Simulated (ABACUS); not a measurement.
ABACUS run on TiSi2 (Fddd, 6 atoms in the cell; from Materials Project mp-2582, changed as shown): self-consistent single point.

All values come from this method and carry its errors: LDA (PW92), numerical atomic orbitals TZDP (confined pseudo-atomic orbitals with Gaussian additions; energy shift 0.01 Ry), PseudoDojo 0.4 standard norm-conserving LDA (tails mended) pseudopotentials (ABACUS).

The change in words: lattice scaled by 0.98. Reference geometry (Fddd):
```
CELL_PARAMETERS angstrom
      0.00000     4.10516     4.25011
      2.38234     0.00000     4.25011
      2.38234     4.10516     0.00000
ATOMIC_POSITIONS crystal
  Ti 0.50000 0.50000 0.50000
  Ti 0.75000 0.75000 0.75000
  Si 0.83743 0.16257 0.83743
  Si 0.16257 0.83743 0.16257
  Si 0.41257 0.08743 0.41257
  Si 0.08743 0.41257 0.08743
```

Reference input (self-consistent single point, DFT, LDA (PW92), numerical atomic orbitals TZDP (confined pseudo-atomic orbitals with Gaussian additions; energy shift 0.01 Ry), PseudoDojo 0.4 standard norm-conserving LDA (tails mended) pseudopotentials): basis = TZDP numerical atomic orbitals, energy shift 0.01 Ry; KPT = Gamma 8 8 8 0 0 0; basis_type = lcao; dft_functional = PWLDA; ecutwfc = 100 Ry; smearing_method = fd; smearing_sigma = 0.00734986 Ry; potentials = PseudoDojo 0.4 standard norm-conserving LDA (tails mended); symmetry = 1; symmetry_prec = 1e-05; ks_solver = genelpa; scf_nmax = 100. This run's input differs from it in these lines:

```diff
@@ -31,8 +31,8 @@
 LATTICE_CONSTANT
-11.166315
+10.942989
 
 LATTICE_VECTORS
-   0.0000000000    0.6947351814    0.7192655580
-   0.4031743709    0.0000000000    0.7192655580
-   0.4031743709    0.6947351814    0.0000000000
+   0.0000000000    0.6947352038    0.7192655763
+   0.4031743288    0.0000000000    0.7192655763
+   0.4031743288    0.6947352038    0.0000000000
```

Output (repeated stretches shortened):

```
 SELF-CONSISTENT
 -------------------------------------------

                  longest orb rcut (Bohr) = 8
   longest nonlocal projector rcut (Bohr) = 1.94
                     search radius (Bohr) = 19.9

                          real space grid = [ 72, 60, 60 ]

                                 init_chg = atomic

 LCAO ALGORITHM --------------- ION=   1  ELEC=   1--------------------------------

 Density error is 0.0539449117955
 E_KohnSham     -271.7465190082      -3697.3010701774
 E_Fermi        0.9922556742         13.5003310417

 LCAO ALGORITHM --------------- ION=   1  ELEC=   2--------------------------------

   [... lines left out ...]

   [... 5 blocks of this kind left out ...]

 LCAO ALGORITHM --------------- ION=   1  ELEC=   8--------------------------------

 Density error is 3.68670846419e-07
 E_KohnSham     -271.7539230294      -3697.4018070532
 E_Fermi        0.9881843921         13.4449384072

 LCAO ALGORITHM --------------- ION=   1  ELEC=   9--------------------------------

 Density error is 2.65775201976e-08
 E_KohnSham     -271.7539230293      -3697.4018070520
 E_KS(sigma->0) -271.7515134406      -3697.3690229155
 E_entropy(-TS) -0.0048191774        -0.0655682728
 E_Fermi        0.9881843331         13.4449376041
 charge density convergence is achieved
 final etot is -3697.4018071 eV
 EFERMI = 13.444937604 eV

 STATE ENERGY(eV) AND OCCUPATIONS    NSPIN == 1
   [... 27 lines left out ...]

 TOTAL-FORCE (eV/Angstrom)
                       Ti1         0.0000000000         0.0000000000         0.0000000000
                       Ti2         0.0000000000         0.0000000000         0.0000000000
                       Si1         0.0000000000        -0.1214855132         0.0000000000
                       Si2         0.0000000000         0.1214855132         0.0000000000
                       Si3         0.0000000000         0.1214855132         0.0000000000
                       Si4         0.0000000000        -0.1214855132         0.0000000000

 TOTAL-STRESS (KBAR)
        61.9517993185        -0.0000000000         0.0000000000
        -0.0000000000        43.3396239679        -0.0000000000
         0.0000000000        -0.0000000000        78.5618279891
 TOTAL-PRESSURE: 61.284417 KBAR

 --------------------------------------------
 !FINAL_ETOT_IS -3697.4018070519564390 eV
 --------------------------------------------
```

The run converged in 9 iterations. Against the reference run the free energy rises by 4.9 meV/atom and the pressure goes from -3.67 to 6.13 GPa.

The atom-centred basis is finite, which shifts total energies, pressures and forces against plane waves. The structure comes from a collection of computed structures, made at another level of theory; the collection holds predicted forms beside known ones. Its lattice was then scaled.

Cost on one core: very roughly 80 core-seconds.

The atomic orbitals were generated for these runs; they are not ABACUS's published sets and were checked against plane waves on a few crystals only.

“Tails mended”: in these copies of the files the far tail of each local potential was reset to the Coulomb form.
